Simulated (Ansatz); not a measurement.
B₁₃C₂ in space group R-3m (No. 166; B on 3b, B on 18h, B on 18h, C on 6c) at seven volumes, DFT-r²SCAN in the program Ansatz with PAW potentials, shape and atoms relaxed at each. One row is withheld.

```json
[
 {"V (Å³/atom)": "6.752", "P (GPa)": "25.35"},
 {"V (Å³/atom)": "6.974", "P (GPa)": "15.72"},
 {"V (Å³/atom)": "7.197", "P (GPa)": "7.32"},
 {"V (Å³/atom)": "7.419", "P (GPa)": "-0.01"},
 {"V (Å³/atom)": "7.642", "P (GPa)": "?"},
 {"V (Å³/atom)": "7.864", "P (GPa)": "-11.97"},
 {"V (Å³/atom)": "8.087", "P (GPa)": "-16.80"}
]
```

Question: Fit the shown pressures and predict the withheld one.

Answer: Third-order Birch–Murnaghan: P = (3/2)B₀(x^(7/2) − x^(5/2))[1 + (3/4)(B′ − 4)(x − 1)] with x = (V₀/V)^(2/3). Least squares on the six rows gives V₀ = 7.419 Å³/atom, B₀ = 227.6 GPa, B′ = 3.57. At V = 7.642, x = 0.9805 and P = -6.39 GPa. The run itself gave -6.40 GPa.

The workflow started from a Materials Project entry (that database holds measured and hypothetical structures alike); the Crystallography Open Database copy checked does not list it. Its standing as an ambient phase is unchecked. The cell was relaxed with r²SCAN under the symmetry of its start; its stability against distortions is not shown here.

Potentials: the later of the program's two PAW sets.
